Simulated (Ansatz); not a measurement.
The start is a relaxed Ti2C cell with every coordinate shifted by Gaussian noise of σ = 0.2 Å. A full variable-cell relaxation at zero pressure is run with PBEsol (plane waves to 420 eV, PAW, scalar-relativistic; Ansatz, a quantum-chemistry and plane-wave program). The first steps use a coarse 9×9×9 k-mesh.

The start:
```
Ti2C
1.0
    1.52641     0.88128     4.77286
   -1.52641     0.88128     4.77286
    0.00000    -1.76255     4.77286
Ti C
2 1
Direct
  0.12586   0.28425   0.29740
  0.74895   0.71845   0.72085
  0.42357   0.63925   0.47340
```

```yaml
energy_released: 0.62 eV/atom
relative_to_the_parent: It relaxes back to the parent, R-3m (No. 166)
Shortest distances (start → end): "The closest pairs of elements (up to four, under 3.6 Å), start → end: C–Ti 1.77 → 2.10 Å; Ti–Ti 2.70 → 2.87 Å; C–C 3.05 → 3.05 Å"
band_gap_at_the_end: zero (metallic)
optimiser_moves: 7
```

The end point of the relaxation:

Space group R-3m, hexagonal axes (No. 166); a = 3.0528 Å, b = 3.0528 Å, c = 14.3186 Å, α = 90.00°, β = 90.00°, γ = 120.00°

| atom | site | symmetry | x | y | z |
|---|---|---|---|---|---|
| Ti | 6c | 3m | 0.0000 | 0.0000 | 0.2458 |
| C | 3b | -3m | 0.0000 | 0.0000 | 0.5000 |
(The calculation used a cell of 3 atoms; values per cell refer to that cell.)

Final values are on a 18×18×18 k-mesh of the relaxed cell. The start holds a very short contact (C–Ti 1.77 Å). No spin polarisation in the result.

The cell that was disturbed is our relaxation of an entry of Materials Project.
